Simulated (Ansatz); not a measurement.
**Data sheet: LaSi2Os2 (DFT)**

LaSi$_{2}$Os$_{2}$:
```yaml
crystal:
  lattice:
    - [-2.11658, 2.11658, 5.01000]
    - [2.11658, -2.11658, 5.01000]
    - [2.11658, 2.11658, -5.01000]
  atoms:
    - { symbol: Os, position: [0.75000, 0.25000, 0.50000] }
    - { symbol: Os, position: [0.25000, 0.75000, 0.50000] }
    - { symbol: Si, position: [0.36124, 0.36124, 0.00000] }
    - { symbol: Si, position: [0.63876, 0.63876, 0.00000] }
    - { symbol: La, position: [0.00000, 0.00000, 0.00000] }
```

Space group I4/mmm (No. 139); conventional cell a = 4.233 Å, b = 4.233 Å, c = 10.020 Å, α = 90.00°, β = 90.00°, γ = 90.00°.

Method: DFT-r²SCAN in the program Ansatz with PAW potentials. Geometry: relaxed at this level of theory. Other levels are named where they apply.

**Cell and energy**

* **Volume per atom**: 17.96 Å³
* **Density**: 10.65 g/cm³
* **Formation energy from the elements (no fitted shifts)**: -0.76 eV/atom

**Electronic structure**

- Electronic character: metallic (no gap)
- Density of states at the Fermi level: 0.41 states/eV per atom (mean over ±0.08 eV)

The workflow started from an entry of the Crystallography Open Database (COD). Whether it is the stable phase at ambient conditions was not checked. The r²SCAN relaxation kept the symmetry of its start; its stability against distortions is not shown here. The run is not spin-polarised. The references are the lowest solids computed at this level, not always the standard phases. Scalar-relativistic: spin–orbit coupling is off unless named, which matters more the heavier the elements.

Potentials: the later of the program's two PAW sets.
